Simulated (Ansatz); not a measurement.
The elements of this relaxed trial crystal are hidden behind letters.

```
lattice vectors (Å)
   4.1341    0.0000    0.0000
   0.0000    4.1341    0.0000
   0.0000    0.0000   11.7605
fractional positions
X 0.0000 0.0000 0.0000
Z 0.5000 0.5000 0.2591
Z 0.0000 0.0000 0.5000
Z 0.5000 0.5000 0.7409
Q 0.5000 0.0000 0.3796
Q 0.0000 0.5000 0.6204
Q 0.5000 0.0000 0.8603
Q 0.0000 0.5000 0.1397
```

Theory: DFT PBE, scalar-relativistic, plane waves, PAW in Ansatz. Plane waves to 420 eV, a 10×10×4 mesh through Γ for the 8-atom cell and 0.10 eV Gaussian smearing; no spin polarisation.

```
Space group                                : P-4m2 (No. 115)
Conventional cell                          : a = 4.134 Å, c = 11.761 Å
Volume per atom                            : 25.12 Å³
Density                                    : 5.15 g/cm³
Energy over the elements                   : −0.31 eV/atom
Gap on the 10×10×4 mesh of the 8-atom cell : 0 eV (the bands meet within 0.015 eV)
```

Energies are uncorrected and count from the elements' standard states at the same level.

Q: X is a p-block element of period 5, Z is a p-block element of period 4 and Q is a p-block element of period 4. Which elements are they?

A: X = In, Z = Ga, Q = As, so the formula is InGa3As4. Density times volume gives a mean mass of 5.15 × 25.12/1.6605 = 77.9 u per atom, and this set has 78.0 u. Around In lie 4 As at 2.64 Å; Ga on a site of symmetry 2mm has 4 As at 2.50–2.51 Å; As on its first site is surrounded by 4 Ga at 2.51 Å; 2 more sites not described. Other sets within the hints have nearly the same mass, so mass alone doesn't settle it; this one was computed.

The zero gap may come from the functional, which often closes small gaps. A later test with randomly moved atoms came back to the same energy, though modes that don't fit the test's cell weren't probed.
